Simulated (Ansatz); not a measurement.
# SiC (P6_3mc): elasticity against pressure

```
CELL_PARAMETERS angstrom
3.05636 0.00000 0.00000
-1.52818 2.64689 0.00000
0.00000 0.00000 5.01590
ATOMIC_POSITIONS crystal
Si 0.33333 0.66667 0.00460
Si 0.66667 0.33333 0.50460
C 0.33333 0.66667 0.38040
C 0.66667 0.33333 0.88040
```

This is the zero-pressure cell. At each pressure cell and atoms are relaxed in this structure, and the constants are slopes of the stress at strains of ±0.005 with relaxed ions (the coefficients that govern stability under load). Level: LDA, PAW on Ansatz 0.2.0's default frozen-core files (fitted under PBE), scalar-relativistic; k mesh 8×8×6, strains of ±0.005, fixed occupations, cutoff 420 eV. P is the pressure of the relaxed cell, less that of this one.

| P (GPa) | V/V₀ | C11 (GPa) | C12 (GPa) | C13 (GPa) | C33 (GPa) | C44 (GPa) |
| --- | --- | --- | --- | --- | --- | --- |
| 0.00 | 1.0000 | 521.8 | 115.2 | 59.4 | 563.3 | 154.8 |
| 0.98 | 0.9958 | 526.7 | 118.7 | 62.1 | 568.8 | 155.1 |
| 1.98 | ? | ? | ? | ? | ? | ? |
| 3.98 | 0.9834 | 541.6 | 129.3 | 70.7 | 586.6 | 156.3 |
| 7.00 | 0.9717 | 556.0 | 139.8 | 79.2 | 603.5 | 157.1 |
| 10.00 | 0.9606 | 570.4 | 150.5 | 87.8 | 619.5 | 157.8 |
| 15.00 | 0.9435 | 594.2 | 168.5 | 102.2 | 644.2 | 158.7 |

Question: Does the bulk modulus from the constants agree with the pressure-volume curve?

Answer: A third-order Birch-Murnaghan fit to the volumes shown (F against f, f = [(V₀/V)^(2/3) − 1]/2) gives B₀ = 230.2 GPa and B′ = 3.9. Its −V dP/dV stands beside the Reuss value 1/ΣS_ij (i, j ≤ 3):

| P (GPa) | from P(V) | from the constants |
| --- | --- | --- |
| 0.00 | 230.2 | 230.5 |
| 0.98 | 234.0 | 234.2 |
| 3.98 | 245.5 | 245.7 |
| 7.00 | 257.0 | 256.8 |
| 10.00 | 268.2 | 268.0 |
| 15.00 | 286.8 | 286.4 |

Question: What are the pressure derivatives at zero pressure?

Answer: Slopes at V₀ of quadratic fits in −ln(V/V₀) through the first four rows shown, divided by B₀: dC11/dP = 5.1, dC12/dP = 3.6, dC13/dP = 2.9, dC33/dP = 6.0, dC44/dP = 0.4. The mean slopes up to 4.0 GPa are 5.0, 3.6, 2.9, 5.9, 0.4; curvature and scatter of the constants part the two.

Question: Fill the row at 1.98 GPa.

Answer: Cubic fits in −ln(V/V₀) through all rows shown give C11 = 531.7, C12 = 122.2, C13 = 65.0, C33 = 574.9, C44 = 155.6 GPa. Computed: V/V₀ = 0.9916, C11 (GPa) = 531.7, C12 (GPa) = 122.3, C13 (GPa) = 64.9, C33 (GPa) = 574.7, C44 (GPa) = 155.5.

Question: Does a shear stiffness soften?

Answer: C44 goes from 154.8 to 158.7 GPa; (C11 − C12)/2 goes from 203.3 to 212.9 GPa. Neither ends more than 3 % under its start, and the lattice stays mechanically stable over this range.

Caveats: no other phase was computed; many crystals of this kind change structure within this range, and rows or crossings beyond such a change describe a metastable lattice; frozen-core PAW files fitted under PBE, their cores solved anew for the functional of the run; constants at zero field, no piezoelectric stiffening; phonons weren't checked at these pressures.
